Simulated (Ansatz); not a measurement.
Relaxed-ion elastic tensor of YPd$_{3}$ (Cu3Au type, Pm-3m) in GPa (Voigt order), the program Ansatz at the PBEsol level (PAW); density 10.15 g/cm³, 16.69 Å³ per atom.

```
     1    2    3     4     5     6
-  ---  ---  ---  ----  ----  ----
1  204  118  118   0.0   0.0   0.0
2  118  204  118   0.0   0.0   0.0
3  118  118  204   0.0   0.0   0.0
4  0.0  0.0  0.0  79.7   0.0   0.0
5  0.0  0.0  0.0   0.0  79.7   0.0
6  0.0  0.0  0.0   0.0   0.0  79.7
```

Question: Is the crystal mechanically stable?

Answer: Yes: the smallest eigenvalue of C is 79.7 GPa.

Question: Work out the Voigt, Reuss and Hill averages.

Answer: K_V = 147, K_R = 147, K_H = 147; G_V = 65.1, G_R = 59.5, G_H = 62.3 GPa.

Question: Give Young's modulus, Poisson's ratio, Pugh's ratio and the universal anisotropy index.

Answer: E = 9KG/(3K + G) = 164 GPa; ν = 0.31; K/G = 2.35 (ductile by the Pugh limit of 1.75); A_U = 5G_V/G_R + K_V/K_R − 6 = 0.47.

Question: Estimate the sound speeds and the Debye temperature.

Answer: v_l = √((K + 4G/3)/ρ) = 4760 m/s, v_t = √(G/ρ) = 2480 m/s, mean 2770 m/s; Θ = (h/k)(3n/4πV)^(1/3) v_m = 323 K.

Question: Give the Zener ratio and Young's modulus along [100], [110] and [111].

Answer: A = 2C44/(C11 − C12) = 1.85; 1/E = S11 − 2(S11 − S12 − S44/2)Γ with Γ = 0, 1/4, 1/3 gives 118, 172, 202 GPa.

The first step of the workflow began from a Materials Project structure, measured or hypothetical; the Crystallography Open Database files this formula in space group No. 221, but the cells were not matched. Its standing as an ambient phase is unchecked. The PBEsol relaxation kept the symmetry of its start; of distortions, only those at the zone centre were tested. The run is not spin-polarised. As this level gives no gap, shear constants depend on the k-mesh and smearing (Fermi–Dirac, 0.1 eV here).

Potentials: the later of the program's two PAW sets.
